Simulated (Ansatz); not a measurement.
## Frozen-phonon scan for GaAs (zinc blende)

Starting cell, GaAs (zinc blende):

```
GaAs
1.0
    0.00000     5.74607     5.74607
    2.87304     2.87304     5.74607
    2.87304     2.87304     0.00000
As Ga
2 2
Cartesian
  4.30955  10.05562  10.05562
  4.30955   7.18259   7.18259
  0.00000   0.00000   0.00000
  2.87304   5.74607   2.87304
```

The atoms are displaced by Q × the pattern below (from a DFPT mode at X = (0.5, 0.5, 0.0), largest move 1; Q in Å), at fixed cell. (q is in reciprocal vectors of the primitive cell; the cell shown is doubled to hold the pattern.)

| atom | x | y | z |
|---|---|---|---|
| As1 | 0.000 | 0.000 | -1.000 |
| As2 | 0.000 | 0.000 | 1.000 |

Atoms not listed stay in place.

Computed with PBE (plane waves to 420 eV, PAW, scalar-relativistic; Ansatz, a quantum-chemistry and plane-wave program). k mesh 10×10×10 (Γ-centred), Fermi-Dirac smearing 0.05 eV. The energy includes the smearing's −TS. Stress and pressure are positive under compression. GaAs was relaxed with its symmetry unable to fall. The PAW data are Ansatz's earlier set. ΔE is measured from the undisplaced structure.

| Q (Å) | ΔE (meV/cell) | P (GPa) | −dE/dQ from forces (eV/Å) |
|---|---|---|---|
| -0.180 | 380 | 1.18 | 4.182 |
| -0.150 | 265 | 0.82 | 3.506 |
| -0.120 | 170 | 0.53 | 2.818 |
| -0.090 | 96 | 0.30 | 2.121 |
| -0.060 | 43 | 0.14 | 1.418 |
| -0.030 | 11 | 0.04 | 0.710 |
| 0.000 | 0 | 0.01 | 0.000 |
| 0.030 | 11 | 0.04 | -0.710 |
| 0.060 | 43 | 0.14 | -1.418 |
| 0.090 | 96 | 0.30 | -2.121 |
| 0.120 | 170 | 0.53 | -2.818 |
| 0.150 | 265 | 0.82 | -3.506 |
| 0.180 | 380 | 1.18 | -4.182 |

Derived quantities:

```
Quantity                                                                                                             Result
-----------------------------------------------------------  --------------------------------------------------------------
Energy at Q = 0.180 Å                                                                                          380 meV/cell
Space group of the distorted cell                                                       P-4m2 (No. 115), lowered from F-43m
Symmetry of the curve                                                                         even: the same for both signs
Shape of the curve                                           a single well with its minimum at or next to zero displacement
Harmonic wavenumber from the curvature (finite differences)                                                        207 cm⁻¹
Wavenumber by perturbation theory (DFPT, on another k mesh)                                                        207 cm⁻¹
```

The 13 points together took roughly 8 core-minutes.

(For displaced atoms, the force is minus the slope of the energy, and its curvature is a force constant, which sets phonon frequencies.)
